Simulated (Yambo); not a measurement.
G0W0@PBEsol for NaVO$_{2}$F$_{2}$ (space group P2_1, No. 4) in Yambo. Reference settings: 2×4×2 Γ-centred k mesh, bands 5 to 194 and a 6 Ry block in the screening, 194 bands in G with the Bruneval-Gonze terminator, plasmon pole fitted at 27.2 eV. The PBEsol gap (0, 0.25, -0.5) → (-0.5, 0, 0) on this mesh is 2.07 eV; G0W0 gaps are taken between the same points.

With and without the terminator, as bands are cut:

```csv
bands in G (in W),"gap, terminator (eV)","gap, none (eV)","valence shift, terminator (eV)","valence shift, none (eV)"
91 (194),4.209,4.345,-0.487,0.059
135 (194),4.225,4.359,-0.504,-0.146
194 (194),4.244,4.376,-0.525,-0.307
```

Over this range the gap spans 0.035 eV with the terminator and 0.031 eV without, the valence shift 0.038 eV and 0.366 eV. Neither column has reached its limit for certain.

Geometry of the Materials Project entry, not relaxed at this level; primitive cell a = 6.563 Å, b = 3.576 Å, c = 7.322 Å, α = γ = 90.00°, β = 110.05°.

The runs are not spin-polarised; magnetic order was not tried.

A shift is the quasiparticle energy of the state minus its PBEsol energy.
